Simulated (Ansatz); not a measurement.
## MnCoSnH in Ansatz, settings compared

The input file (Ansatz 0.2.0, plane waves):

```yaml
crystal:
  lattice:
    - [3.781225, 0.0, 0.0]
    - [0.0, 3.781225, 0.0]
    - [0.0, 0.0, 7.239549]
  atoms:
    - { symbol: Mn, position: [0.25, 0.25, 0.6709] }
    - { symbol: Mn, position: [0.75, 0.75, 0.3291] }
    - { symbol: H, position: [0.25, 0.75, 0.5] }
    - { symbol: H, position: [0.75, 0.25, 0.5] }
    - { symbol: Sn, position: [0.25, 0.25, 0.1643] }
    - { symbol: Sn, position: [0.75, 0.75, 0.8357] }
    - { symbol: Co, position: [0.75, 0.25, 0.0] }
    - { symbol: Co, position: [0.25, 0.75, 0.0] }
  symmetry: { tolerance: 0.0003 }
kpoints:
  mp_grid: { grid: [5, 5, 3], shift: [0, 0, 0] }
magnetization:
  spin_polarized: false
scf:
  occupations: { method: fermi_dirac, width: 0.0171 }
hamiltonian:
  pseudopotentials: { kind: paw }
  xc: pbe
basis:
  ecutwfc: 420
output:
  forces: true
  stress: true
  eigenvalues: true
```

Launch command:

```bash
ansatz run input.yaml --threads 1 --pin off --max-ram 2560MiB --backend cpu --events-out ev --progress --plain --runs-dir out
```

Origin of the cell: a known structure type with other elements, at an estimated volume, so it need not be a known compound.

Output of this run (shortened):

```
SCF iter   1: F=—  HF=-30120.966053 eV  Δρ=1.37e-2  dr2=1.16e-1
SCF iter   2: F=—  HF=-30120.961570 eV  Δρ=7.09e-3  dr2=3.21e-2  defer=21
SCF iter   3: F=—  HF=-30120.961197 eV  Δρ=4.48e-3  dr2=8.07e-3  defer=26
SCF iter   4: F=—  HF=-30120.960058 eV  Δρ=8.27e-4  dr2=3.30e-4  defer=26
SCF iter   5: F=—  HF=-30120.960037 eV  Δρ=2.95e-4  dr2=8.72e-5  defer=26
SCF iter   6: F=—  HF=-30120.959980 eV  Δρ=1.30e-4  dr2=1.32e-5  defer=26
SCF iter   7: F=—  HF=-30120.959978 eV  Δρ=4.15e-5  dr2=1.79e-6  defer=26
SCF iter   8: F=—  HF=-30120.959978 eV  Δρ=1.72e-5  dr2=3.40e-7  defer=26
SCF iter   9: F=—  HF=-30120.959978 eV  Δρ=1.07e-5  dr2=2.01e-7
SCF iter  10: F=-30120.959978 eV  HF=-30120.959978 eV  Δρ=3.27e-6  dr2=3.14e-8
SCF 1 converged in 10 iterations: F = -30120.959978 eV  dr2 = 3.14e-8
SCF converged after 10 iterations
Free energy (F): -30120.959978 eV
Harris-Foulkes:  -30120.959978 eV  (|F-HF|=2.84e-8)
Internal energy: -30120.932108 eV  (E = F + TS)
E sigma→0 (E₀):  -30120.946043 eV
Entropy (-TS):   -0.027870 eV (-3.484 meV/atom)
Fermi energy:    13.705056 eV
--- Per-component energies (eV) ---
  E_band       = -1208.792772
  E_kinetic    = 1940.463776
  E_local      = -15787.250419  (includes V_loc(G=0)·N_el)
  E_nonlocal   = 1361.701621
  E_hartree    = 7266.703563
  E_xc         = -1327.417588
  E_vxc        = -916.159879  (∫ρ·V_xc dr)
  E_paw        = -13934.394601  (= ΣΔE_a)
  E_vpaw       = -2340.972483  (= ΣTr[D̂ρ^β])
  E_aug_tail   = -0.001715  (compensation charges beyond the density's cutoff)
  E_ewald      = -9640.736745
  E_smearing   = -0.027870  (= −TS)
  Σ components = -30120.959978   (vs F -30120.959978, Δ=0.00e0)
--- Forces (eV/Å), atoms counted from 1 ---
  atom   1  Mn     0.000000     0.000000    -0.746812
  atom   2  Mn     0.000000     0.000000     0.746812
  atom   3  H      0.000000     0.000000     0.000000
  atom   4  H     -0.000000     0.000000    -0.000000
  atom   5  Sn     0.000000     0.000000     7.859848
  atom   6  Sn     0.000000     0.000000    -7.859848
  atom   7  Co     0.000000     0.000000    -0.000000
  atom   8  Co     0.000000     0.000000     0.000000
  max |Σ_I F_I| component: 2.17e-19 eV/Å
--- Stress (GPa, compression-positive) ---
       16.676577       0.000000       0.000000
        0.000000      16.676577       0.000000
        0.000000       0.000000       8.263317
  P = ⅓ Tr σ = 13.8722 GPa (138.722 kbar)
```

The same input was run again with these changes:

1. `basis.ecutwfc` 420 → "400 eV"; `hamiltonian.xc` pbe → revpbe
2. `scf.occupations.method` fermi_dirac → gaussian; `scf.occupations.width` 0.0171 → 0.005
3. `crystal.symmetry` { tolerance: 0.0003 } → { detect: false }
4. `scf.occupations.method` fermi_dirac → gaussian; `scf.occupations.width` 0.0171 → 0.025; `hamiltonian.dispersion` default → d3bjatm

```
 run        end  SCF iterations  P (GPa)  max force component (eV/Å)  moment (μB)  ΔE(σ→0) (meV/atom)
base  converged              10    13.87                       7.860            –                   0
   1  converged              10    16.32                       8.029            –                   –
   2  converged              10    13.85                       7.869            –                0.60
   3  converged              12    13.87                       7.860            –                0.00
   4  converged              10    10.14                       7.874            –                   –
```

Energies are compared only where functional, datasets, charge and starting cell are the same.

Caveats of the base run: no spin polarisation, so a magnetic state may lie lower; the given cell is far from equilibrium, with atoms too close or a volume far off; the k mesh is coarse if the cell is a metal.

Run 1: forces of this functional can be a tenth off on datasets made under PBE; the cutoff lies below the datasets' advice.

The base run took 6.4 s on 1 thread of Arm Neoverse V1 (shared host), peak memory 0.41 GiB, from the program's own first density.
